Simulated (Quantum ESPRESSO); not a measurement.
pw.x input (Quantum ESPRESSO 7.5; PBEsol, PseudoDojo standard norm-conserving files, scalar-relativistic):

```
&CONTROL
  calculation = 'scf'
  pseudo_dir = './pseudo'
  outdir = './out'
  tprnfor = .true.
  tstress = .true.
/
&SYSTEM
  ibrav = 0
  nat = 2
  ntyp = 2
  ecutwfc = 82.0
  ecutrho = 328.0
  occupations = 'smearing'
  smearing = 'fd'
  degauss = 0.002
  nbnd = 17
/
&ELECTRONS
  conv_thr = 2e-10
/
ATOMIC_SPECIES
Cl 35.4500 Cl.upf
Ag 107.8682 Ag.upf
CELL_PARAMETERS angstrom
  0.000000000000   2.723806402000   2.723806402000
  2.723806402000   0.000000000000   2.723806402000
  2.723806402000   2.723806402000   0.000000000000
ATOMIC_POSITIONS crystal
Cl   0.500000000000   0.500000000000   0.500000000000
Ag   0.000000000000   0.000000000000   0.000000000000
K_POINTS automatic
8 8 8 0 0 0
```

End of the output:

```
     total energy              =    -342.56856395 Ry
     estimated scf accuracy    <       0.00000084 Ry
     total energy              =    -342.56856421 Ry
     estimated scf accuracy    <       0.00000006 Ry
     total energy              =    -342.56856423 Ry
     estimated scf accuracy    <          2.0E-09 Ry
[...]
     the Fermi energy is     9.3721 ev
!    total energy              =    -342.56856423 Ry
     estimated scf accuracy    <          5.0E-11 Ry
     smearing contrib. (-TS)   =      -0.00000000 Ry
     internal energy E=F+TS    =    -342.56856423 Ry
     The total energy is F=E-TS. E is the sum of the following terms:
     one-electron contribution =    -175.19362211 Ry
     hartree contribution      =      98.32153634 Ry
     xc contribution           =     -54.93702517 Ry
     ewald contribution        =    -210.75945328 Ry
     convergence has been achieved in   8 iterations
     Forces acting on atoms (cartesian axes, Ry/au):
     atom    1 type  1   force =     0.00000000    0.00000000   -0.00000000
     atom    2 type  2   force =    -0.00000000    0.00000000    0.00000000
     Total force =     0.000000     Total SCF correction =     0.000000
     Computing stress (Cartesian axis) and pressure
          total   stress  (Ry/bohr**3)                   (kbar)     P=       -0.76
  -0.00000517  -0.00000000  -0.00000000           -0.76       -0.00       -0.00
  -0.00000000  -0.00000517  -0.00000000           -0.00       -0.76       -0.00
  -0.00000000  -0.00000000  -0.00000517           -0.00       -0.00       -0.76
```
In a gapped system the printed Fermi energy is only some level inside the gap.

Spin-orbit coupling is not included.

Geometry relaxed with PBEsol.
